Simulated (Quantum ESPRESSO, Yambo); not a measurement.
For KMo₂AlO₈ (space group P-3m1, No. 164), Yambo gives the independent-particle static dielectric constant along x as 4 on PBEsol bands and 3.2 after a scissor of 2.67 eV widens every gap (3×3×2 mesh, 162 bands, 3 Ry local-field block, 0.2 eV broadening). Axes are Cartesian, with cell vectors (Å) (5.64, 0.00, 0.00), (-2.82, 4.88, 0.00), (0.00, 0.00, 7.32).

### Question
A scissor keeps the position matrix elements. In a one-oscillator model, how does ε − 1 scale, and what mean transition energy do the two values imply?

### Answer
Each transition adds |r|²/E to ε − 1, so ε − 1 ∝ 1/(E0 + Δ). Then (3.2 − 1)/(4 − 1) = E0/(E0 + Δ) = 0.733, and E0 = Δ(ε' − 1)/(ε − ε') = 7.3 eV. The computed Im ε, weighted by 1/E up to 20 eV, has its mean at 7.5 eV; the smallest direct PBEsol gap is 3.68 eV. The scissor comes from a G0W0 run whose convergence isn't established. Convergence of the RPA response with its 3×3×2 mesh was not tested.

Bands from Quantum ESPRESSO.

Spin-orbit coupling is not included.

Geometry of the Materials Project entry, not relaxed at this level; primitive cell a = b = 5.6379 Å, c = 7.3183 Å, α = β = 90.00°, γ = 120.00°.

The structure is a Materials Project entry; no match was found in the copy of COD used, and its stability was not checked.
